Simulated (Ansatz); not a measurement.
WC (WC type, space group P-6m2)

```
CELL_PARAMETERS angstrom
      2.92196     0.00000     0.00000
     -1.46098     2.53050     0.00000
      0.00000     0.00000     2.84728
ATOMIC_POSITIONS crystal
  W  0.00000 0.00000 0.00000
  C  0.66667 0.33333 0.50000
```

The slice is a (-1 2 -1 0) plane (indices of the conventional cell) through the point (0.000, 0.000, 0.000) (fractional), spanned by u = [001] and v = [210] in vectors of this cell: u (2.85 Å) and v (5.06 Å, at 90° to u). It covers one period; positions are fractions (u, v).

These are PBE (plane waves to 420 eV, PAW, scalar-relativistic; Ansatz, a program for electronic structure) values and carry that method's errors. k mesh 18×18×16. These are valence fields of a PAW run, semicore shells included where kept as valence: close to a nucleus they are smooth pseudo fields. Spin-orbit coupling is left out, though W is heavy. The PAW data are Ansatz's earlier set. WC is run without spin polarisation. WC was relaxed with its symmetry unable to fall.

Problem. What is the ELF at the density minimum of the shortest W–C line in this plane (2.21 Å)?

Solution. 0.4.

Problem. What is the valence density on the shortest W–C line in this plane (2.21 Å), at its minimum between the atoms?

Solution. 0.64 e/Å³.

Problem. Sketch the electrostatic potential energy of an electron, from the cell's mean on this plane as a map.

Solution. 
```
|xxxx :: xxx|
|xxx  --  xx|
|xx  :**:  x|
|   :*##*:  |
|:-=*%@@%*=-|
|**#%@@@@%#*|
|###%@@@@%##|
|+*#%@@@@%#*|
|==+##%%##+=|
|--++=xx=++-|
|-==xxxxxx==|
|==-xxxxxx-=|
|++-xxxxxx-+|
|++-xxxxxx-+|
|...xxxxxx..|
|    xxxx   |
|xx   ::   x|
|xxx  --  xx|
|xxxx .. xxx|
|xxxx .. xxx|
```
Scale: ten equal steps from 6.00 (start of ' ') to 14.59 (end of '@'), in the order ' .:-=+*#%@'. Values: electrostatic potential energy of an electron, from the cell's mean, in eV. The map has 11 points along u (one character each, u = 0 at the left) and 20 along v (v = 0 in the bottom row). Points within 0.9 Å of a nucleus are blanked (x), as the pseudised field means little there. Values under 6 eV are set to 6. The zero, the cell's mean, hangs on the PAW cores.
